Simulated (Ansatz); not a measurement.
## Relaxing InAg3

The calculation used DFT r2SCAN, scalar-relativistic, plane waves, PAW (Ansatz). Settings: 500 eV cutoff, 12×12×12 k-mesh, Gaussian smearing of 0.10 eV, no spin polarisation.

What was changed: relaxed at 90 GPa.

Other phases may be more stable at this pressure.

Command:

```bash
ansatz run input.yaml --threads 1 --pin off --max-ram 2560MiB --backend cpu --events-out ev --progress --plain --runs-dir out
```

Input:

```yaml
crystal:
  lattice:
    - [3.7389957548, 0.0, 0.0]
    - [0.0, 3.7389957548, 0.0]
    - [0.0, 0.0, 3.7389957548]
  atoms:
    - { symbol: In, position: [0.0, 0.0, 0.0] }
    - { symbol: Ag, position: [0.0, 0.5, 0.5] }
    - { symbol: Ag, position: [0.5, 0.0, 0.5] }
    - { symbol: Ag, position: [0.5, 0.5, 0.0] }
basis:
  ecutwfc: 500
kpoints:
  mp_grid: { grid: [12, 12, 12] }
hamiltonian:
  xc: r2scan
scf:
  occupations: { method: gaussian, width: 0.1 }
output:
  forces: true
  stress: true
  eigenvalues: true
relax:
  adjacent_minimum: "off"
  f_tol: 0.008
  max_steps: 50
  cell: { stress_tol: 0.08, p_target: 90.0 }
```

F is the free energy. Steps run on the plane waves of an earlier cell, but the last one, and at times one on the way, on a freshly chosen basis, so a repeated geometry can differ a little in energy. The relaxation lowers the enthalpy F + PV at the target pressure, so F itself can rise.

At step 2 F + PV rises: a step can overshoot before the optimiser corrects it.

Steps:

```tsv
step	F − F(1) (eV)	largest force component (eV/Å)	V (Å³/atom)	P (GPa)
1	0.0000	0.000	13.068	81.72
2	1.3599	0.000	12.482	105.27
3	0.4530	0.000	12.856	89.63
4	0.4743	0.000	12.846	90.00
5	0.4748	0.000	12.846	89.99
```

Relaxed structure:

```cif
data_structure
_symmetry_space_group_name_H-M 'P 1'
_symmetry_Int_Tables_number 1
_cell_length_a 3.7177
_cell_length_b 3.7177
_cell_length_c 3.7177
_cell_angle_alpha 90.000
_cell_angle_beta 90.000
_cell_angle_gamma 90.000
_cell_volume 51.38
loop_
_atom_site_label
_atom_site_type_symbol
_atom_site_fract_x
_atom_site_fract_y
_atom_site_fract_z
_atom_site_occupancy
In1 In 0.00000 0.00000 0.00000 1
Ag1 Ag 0.00000 0.50000 0.50000 1
Ag2 Ag 0.50000 0.00000 0.50000 1
Ag3 Ag 0.50000 0.50000 0.00000 1
```

It takes space group Pm-3m (No. 221, cubic). The conventional cell has a = 3.718 Å, b = 3.718 Å, c = 3.718 Å, α = 90.00°, β = 90.00°, γ = 90.00°. Around In (site symmetry m-3m) lie 12 Ag at 2.63 Å. Ag (site symmetry 4/mmm) has 4 In at 2.63 Å and 8 Ag at 2.63 Å as nearest neighbours.

The run converged. The run took 3.4 min on 1 thread of Arm Neoverse N1, with other jobs on the host, peak memory 0.57 GiB.